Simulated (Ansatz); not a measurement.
Here is the system:

TaAg:
```cif
data_Ag2Ta2
_chemical_formula_sum 'Ag2 Ta2'
_space_group_name_H-M_alt 'P 1'
_space_group_IT_number 1
_cell_length_a 4.70883
_cell_length_b 2.75083
_cell_length_c 5.22001
_cell_angle_alpha 90.000
_cell_angle_beta 90.000
_cell_angle_gamma 90.000
loop_
_space_group_symop_operation_xyz
  'x, y, z'
loop_
_atom_site_label
_atom_site_type_symbol
_atom_site_fract_x
_atom_site_fract_y
_atom_site_fract_z
_atom_site_occupancy
Ag1 Ag 0.25000 0.00000 0.85265 1
Ag2 Ag 0.75000 0.00000 0.14735 1
Ta1 Ta 0.25000 0.50000 0.34861 1
Ta2 Ta 0.75000 0.50000 0.65139 1
```

This is the PBEsol-relaxed structure.

Problem. All from the program Ansatz at the PBEsol level (PAW), unless another level is named. Predict the bulk modulus (Birch–Murnaghan fit).

Solution. 175 GPa.

Problem. What about the highest zone-centre frequency?

Solution. 180 cm⁻¹.

Space group Pmma. The start of the workflow was typed in or built on a structure type; neither database checked (COD, Materials Project) lists it. Its standing as an ambient phase is unchecked. The PBEsol relaxation kept the symmetry of its start; phonons show weakly imaginary modes. No spin polarisation was allowed. Its formation energy is positive at this level, so the cell may be metastable or incomplete. As this level gives no gap, phonon frequencies hold no LO–TO term and depend on the k-mesh and smearing (Fermi–Dirac, 0.1 eV here). Spin–orbit coupling is left out wherever it is not named.

Potentials: the later of the program's two PAW sets.
